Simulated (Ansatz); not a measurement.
GeW:
```
GeW
1.0
    5.42345     0.00000     0.00000
   -2.71172     4.69685     0.00000
    0.00000     0.00000     4.35874
W Ge
3 3
Direct
  0.50000   0.00000   0.00000
  0.50000   0.50000   0.00000
  0.00000   0.50000   0.00000
  0.00000   0.00000   0.00000
  0.33333   0.66667   0.50000
  0.66667   0.33333   0.50000
```

Relaxed with PBE. Special points in fractions of this cell's reciprocal vectors: Γ (0.000, 0.000, 0.000); M (0.500, 0.000, 0.000); K (0.333, 0.333, 0.000); A (0.000, 0.000, 0.500); L (0.500, 0.000, 0.500); H (0.333, 0.333, 0.500).

List the band energies nearest the Fermi level at these points for the program Ansatz at the PBE level (PAW).

In eV from the Fermi level; about four levels below and three above (degenerate sets whole), none deeper than 8.9 eV; points with the same levels are listed once.

```
k                                below                above
-  -----------------------------------  -------------------
Γ              -2.42 -2.42 -2.06 -2.06       1.44 1.44 1.56
M              -1.55 -0.84 -0.50 -0.18       1.32 1.57 2.05
K              -1.07 -1.07 -0.31 -0.31       1.07 2.11 2.11
A  -1.48 -1.47 -1.47 -0.80 -0.02 -0.02  1.50 1.50 1.67 1.67
L              -1.14 -0.60 -0.44 -0.05       0.52 1.01 1.62
H        -1.35 -1.35 -0.26 -0.22 -0.10  0.31 0.31 0.63 0.63
```

Space group P6/mmm. A made-up cell: these elements were put on the sites of a structure type; neither database checked (COD, Materials Project) lists it. Whether it is the stable phase at ambient conditions was not checked. Symmetry was held in the PBE relaxation; whether a distortion lowers the energy is not shown. The run is not spin-polarised. Scalar-relativistic: spin–orbit coupling is off unless named, which matters more the heavier the elements.

Potentials: the later of the program's two PAW sets.
